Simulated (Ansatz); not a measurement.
## LaOs2 in Ansatz, settings compared

Launch command:

```bash
ansatz run input.yaml --threads 1 --pin off --max-ram 2560MiB --backend cpu --events-out ev --progress --plain --runs-dir out
```

Input:

```yaml
crystal:
  lattice:
    - [0.0, 3.8450607, 3.8450607]
    - [3.8450607, 0.0, 3.8450607]
    - [3.8450607, 3.8450607, 0.0]
  atoms:
    - { symbol: La, position: [0.0, 0.0, 0.0] }
    - { symbol: La, position: [0.25, 0.25, 0.25] }
    - { symbol: Os, position: [0.625, 0.625, 0.625] }
    - { symbol: Os, position: [0.125, 0.625, 0.625] }
    - { symbol: Os, position: [0.625, 0.625, 0.125] }
    - { symbol: Os, position: [0.625, 0.125, 0.625] }
  symmetry: { tolerance: 0.0003 }
kpoints:
  mp_grid: { grid: [4, 4, 4], shift: [0, 0, 0] }
magnetization:
  spin_polarized: false
scf:
  occupations: { method: gaussian, width: 0.0432 }
hamiltonian:
  pseudopotentials: { kind: paw }
  xc: r2scan
basis:
  ecutwfc: 500
output:
  forces: true
  stress: true
  eigenvalues: true
```

Origin of the cell: a database entry, scaled a little.

Output of this run (shortened):

```
Pseudopotentials: kind: paw
Pseudopotential: La, paw, valence charge 11, recommended cutoff 500 eV (meta_gga), La.paw.azcp
Pseudopotential: Os, paw, valence charge 16, recommended cutoff 500 eV (meta_gga), Os.paw.azcp
Functional definition: r2SCAN
  exchange = r2scan_x(k0 = k0, k1 = k1, a1 = a1)
  correlation = r2scan_c
Crystal: 6 atoms, lattice volume = 113.695 Å³
Basis set: ecut = 500 eV, 2891 PW (Γ), exchange–correlation on 160×160×160 points (64 copies of the dense FFT grid, shifted against one another)
Bands: 52, of which v1, the nominal top of the filled ones, is band 43 counted from 1 (42 counted from 0)
Symmetry: 48 space group operations
Space group: Fd-3m (ITA 227), of the structure as read, at distance tolerance 1.5e-3 Å
[… 7 lines left out …]
Initial density: superposition of atomic densities (neutral atoms: chi_scale 0, normalization atom), corrected by the library's trained network
Functional: x = r2scan, c = r2scan; τ floored in thin density (d = 2e-4 eV/Å³)
SCF iter   1: F=—  HF=-58119.870409 eV  Δρ=1.44e-2  dr2=5.65e-1  dr2_τ=1.15e-1
SCF iter   2: F=—  HF=-58120.032905 eV  Δρ=4.84e-3  dr2=4.22e-2  dr2_τ=1.69e-2  defer=32
SCF iter   3: F=—  HF=-58120.036393 eV  Δρ=2.33e-3  dr2=7.25e-3  dr2_τ=4.90e-4  defer=16
SCF iter   4: F=—  HF=-58120.036896 eV  Δρ=4.90e-4  dr2=2.26e-4  dr2_τ=2.56e-5  defer=16
SCF iter   5: F=—  HF=-58120.036977 eV  Δρ=1.16e-4  dr2=2.94e-5  dr2_τ=1.86e-6  defer=16
SCF iter   6: F=—  HF=-58120.036952 eV  Δρ=3.16e-5  dr2=2.49e-6  dr2_τ=1.24e-7  defer=16
SCF iter   7: F=-58120.036953 eV  HF=-58120.036953 eV  Δρ=7.51e-6  dr2=6.96e-8  dr2_τ=4.86e-9
SCF 1 converged in 7 iterations: F = -58120.036953 eV  dr2 = 6.96e-8
SCF converged after 7 iterations
Free energy (F): -58120.036953 eV
Harris-Foulkes:  -58120.036953 eV  (|F-HF|=2.57e-8)
Internal energy: -58120.031640 eV  (E = F + TS)
E sigma→0 (E₀):  -58120.034296 eV
Entropy (-TS):   -0.005312 eV (-0.885 meV/atom)
Fermi energy:    19.382360 eV
--- Per-component energies (eV) ---
  E_band       = -572.304112
  E_kinetic    = 2643.176003
  E_local      = -5377.373933  (includes V_loc(G=0)·N_el)
  E_nonlocal   = 186.208828
  E_hartree    = 2229.042581
  E_xc         = -1277.464569
  E_vxc        = -1579.757146  (∫ρ·V_xc dr)
  E_paw        = -47032.272535  (= ΣΔE_a)
  E_vpaw       = -992.992372  (= ΣTr[D̂ρ^β])
  E_aug_tail   = -0.000614  (compensation charges beyond the density's cutoff)
  E_vtau       = 90.356458  (kinetic-family band-sum trace: ∫τ·v_τ [+ j·A + Jᵃ·Aᵃ] dr)
  E_ewald      = -9489.944375
  E_core_change = -1.403026  (= ΣΔE_core)
  E_smearing   = -0.005312  (= −TS)
  Σ components = -58120.036953   (vs F -58120.036953, Δ=0.00e0)
--- Forces (eV/Å), atoms counted from 1 ---
  atom   1  La     0.000000     0.000000    -0.000000
  atom   2  La     0.000000    -0.000000    -0.000000
  atom   3  Os     0.000000    -0.000000    -0.000000
  atom   4  Os     0.000000    -0.000000     0.000000
  atom   5  Os     0.000000    -0.000000    -0.000000
  atom   6  Os     0.000000    -0.000000    -0.000000
  max |Σ_I F_I| component: 3.01e-17 eV/Å
--- Stress (GPa, compression-positive) ---
        2.987846      -0.000000      -0.000000
        0.000000       2.987846      -0.000000
        0.000000       0.000000       2.987846
  P = ⅓ Tr σ = 2.9878 GPa (29.878 kbar)
```

The same input was run again with these changes:

1. `hamiltonian.xc` r2scan → pbesol; `basis.xc_grid` default → 1; `basis.ecutwfc` 500 → "40.4 Ry"
2. `scf.lower_state_search` default → "off"
3. `scf.mixing.algorithm` default → msr1; `scf.mixing.beta` default → 0.3
4. `scf.initial_density.chi_scale` default → 0.0

| run | end | SCF iterations | P (GPa) | max force component (eV/Å) | moment (μB) | ΔE(σ→0) (meV/atom) |
| --- | --- | --- | --- | --- | --- | --- |
| base | converged | 7 | 2.99 | 0.000 | – | 0 |
| 1 | converged | 6 | -1.98 | 0.000 | – | – |
| 2 | converged | 7 | 2.99 | 0.000 | – | 0.00 |
| 3 | converged | 8 | 2.99 | 0.000 | – | 0.00 |
| 4 | converged | 8 | 2.99 | 0.000 | – | 0.00 |

Energies are compared only where functional, datasets, charge and starting cell are the same.

Caveats of the base run: no moments, though an odd count or open d shells may carry them; no spin-orbit coupling, though heavy elements are present; the k mesh is coarse if the cell is a metal.

The base run took 8.1 s on 1 thread of AMD EPYC 7R43 64-Core Processor (Zen 3), with other jobs on the host, peak memory 0.75 GiB, from the program's own first density.
